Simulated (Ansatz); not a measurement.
An Ansatz (an electronic-structure program) run. Input:

Ansatz 0.2 input:
```yaml
crystal:
  lattice:
    - [2.9715322714, 0.0, 0.0]
    - [0.0, 2.9715322714, 0.0]
    - [0.0, 0.0, 2.9715322714]
  atoms:
    - { symbol: Al, position: [0.5, 0.5, 0.5] }
    - { symbol: Rh, position: [0.0, 0.0, 0.0] }
kpoints:
  mp_grid: { grid: [14, 14, 14] }
hamiltonian:
  xc: pbesol
  pseudopotentials: { azcp: { folder: ./paw }, kind: paw }
scf:
  occupations: { method: fermi_dirac, width: 0.1 }
phonons:
  method: dfpt
  response_accuracy: low
  eigenvectors: true
  rigid_motions: translations
```

Output (shortened):

```
Pseudopotential: Al, paw, valence charge 3
Pseudopotential: Rh, paw, valence charge 17
Functional definition: PBEsol
Crystal: 2 atoms, lattice volume = 26.239 Å³
Basis set: ecut = 420 eV, 485 PW (Γ), exchange–correlation on 40×40×40 points (8 copies of the dense FFT grid, shifted against one another)
Bands: 14, of which v1, the nominal top of the filled ones, is band 10 counted from 1 (9 counted from 0)
Symmetry: 48 space group operations
k-points: 288 of 2744 (irreducible under 8 space group operations, time reversal used)
SCF iter   1: F=—  HF=-6866.450664 eV  |F-HF|=—  |Δ(HF+E_count)|=         —  Δρ=1.20e-1  dr2=4.15e0  ethr=3.10e-3  ⟨swp⟩=4.0  Hψ=19063  notcnv=0
preconditioner: auto → none
SCF iter   2: F=—  HF=-6865.827695 eV  |F-HF|=—  |Δ(HF+E_count)|=   6.23e-1  Δρ=6.63e-2  dr2=1.36e0  ethr=3.10e-3  ⟨swp⟩=2.9  Hψ=9017  notcnv=0
SCF iter   3: F=—  HF=-6865.527911 eV  |F-HF|=—  |Δ(HF+E_count)|=   3.00e-1  Δρ=5.48e-3  dr2=8.57e-3  ethr=3.10e-3  ⟨swp⟩=2.0  Hψ=6538  notcnv=0
SCF iter   4: F=—  HF=-6865.526389 eV  |F-HF|=—  |Δ(HF+E_count)|=   1.52e-3  Δρ=6.45e-4  dr2=4.85e-5  ethr=4.28e-5  ⟨swp⟩=1.0  Hψ=6330  notcnv=0
SCF iter   5: F=—  HF=-6865.526385 eV  |F-HF|=—  |Δ(HF+E_count)|=   3.94e-6  Δρ=6.29e-5  dr2=5.87e-7  ethr=2.43e-7  ⟨swp⟩=2.4  Hψ=5489  notcnv=0
SCF iter   6: F=—  HF=-6865.526385 eV  |F-HF|=—  |Δ(HF+E_count)|=   7.11e-8  Δρ=5.95e-6  dr2=5.43e-9  ethr=2.94e-9  ⟨swp⟩=2.0  Hψ=6648  notcnv=0
SCF iter   7: F=-6865.526385 eV  HF=-6865.526385 eV  |F-HF|=0.00e0  |Δ(HF+E_count)|=   1.20e-9  Δρ=2.42e-7  dr2=7.79e-12  ethr=1.00e-12  ⟨swp⟩=3.9  Hψ=19439  notcnv=0
SCF 1 converged in 7 iterations: F = -6865.526385 eV  dr2 = 7.79e-12
DFPT response loops at Γ: preconditioner auto → Kerker (q_TF=auto, 2.608 Å⁻¹) (partly filled bands, converged f_vac=0.000) …
SCF converged after 7 iterations
Free energy (F): -6865.526385 eV
Harris-Foulkes:  -6865.526385 eV  (|F-HF|=0.00e0)
Internal energy: -6865.508451 eV  (E = F + TS)
E sigma→0 (E₀):  -6865.517418 eV
Entropy (-TS):   -0.017934 eV (-8.967 meV/atom)
Fermi energy:    17.103377 eV
--- Per-component energies (eV) ---
  E_band       = -144.753793
  E_kinetic    = 565.831076
  E_local      = -2072.747731  (includes V_loc(G=0)·N_el)
  E_nonlocal   = 310.850579
  E_hartree    = 815.384092
  E_xc         = -240.504321
  E_vxc        = -285.271401  (∫ρ·V_xc dr)
  E_paw        = -3997.802423  (= ΣΔE_a)
  E_vpaw       = -294.184437  (= ΣTr[D̂ρ^β])
  E_aug_tail   = -0.000200  (compensation charges beyond the density's cutoff)
  E_ewald      = -2246.814863
  E_core_change = 0.295340  (= ΣΔE_core)
  E_smearing   = -0.017934  (= −TS)
  E_closure    =  0.000000  (closes the sum)
  Σ components = -6865.526385   (vs F -6865.526385, Δ=0.00e0)
  [band-id]    e_kinetic+e_local+e_nonlocal+2·e_hartree+e_vxc+e_vpaw+e_augmentation_tail = -144.753930   (vs E_band -144.753793, Δ=-1.37e-4)
--- Band table (eV; the first three rows and the last of 288) ---
  k-point 0: bands = ["-61.6762", "-29.5616", "-29.5616", "-29.5616", "6.2236", "12.0836", "12.0836", "15.4019", "15.4019", "15.4019", "22.1752", "22.1752", "22.1752", "26.6878"]
  k-point 1: bands = ["-61.6757", "-29.5692", "-29.5609", "-29.5609", "6.3207", "12.1145", "12.1182", "15.3028", "15.3028", "15.4122", "21.6180", "22.3528", "22.3528", "26.5166"]
  k-point 2: bands = ["-61.6742", "-29.5906", "-29.5592", "-29.5592", "6.6081", "12.1989", "12.2028", "15.0442", "15.0442", "15.4411", "20.4607", "22.8470", "22.8470", "26.0570"]
  k-point 287: bands = ["-61.6447", "-29.6807", "-29.6807", "-29.6807", "11.1738", "11.1738", "11.1738", "16.6559", "16.6559", "18.9360", "19.9361", "19.9361", "19.9361", "23.9002"]
--- Phonons (Γ-DFPT): 2 representative perturbations + reference, on 288 of 2744 k-points (Σ response iterations 5) ---
  ASR residual: 5.446e-5 → 0.000e0 eV/Å²; symmetrization residual: 2.577e-5 eV/Å²
  ASR residual per site (eV/Å²): 3.02e-5 5.45e-5
  Γ frequencies (cm⁻¹): 0.00 0.00 0.00 288.67 288.67 288.67
  non-analytic LO–TO correction: not included (Born effective charges unavailable; polar crystals: no LO–TO splitting at Γ)
```

Cost: about 40 core-seconds (a rough figure) on shared cores.

Space group Pm-3m (CsCl type). A made-up cell: these elements were put on the sites of a structure type; the Crystallography Open Database copy checked does not list it. Its standing as an ambient phase is unchecked. The cell was relaxed with PBEsol under the symmetry of its start; its stability against distortions is not shown here. The run is not spin-polarised. As this level gives no gap, phonon frequencies hold no LO–TO term and depend on the k-mesh and smearing (Fermi–Dirac, 0.1 eV here). Scalar-relativistic: spin–orbit coupling is off unless named, which matters more the heavier the elements.

Potentials: the earlier of the program's two PAW sets. The files were generated under PBE; for other functionals the program regenerates the frozen cores, and for LDA and PBEsol the local potential too.

Ansatz is a plane-wave DFT program.
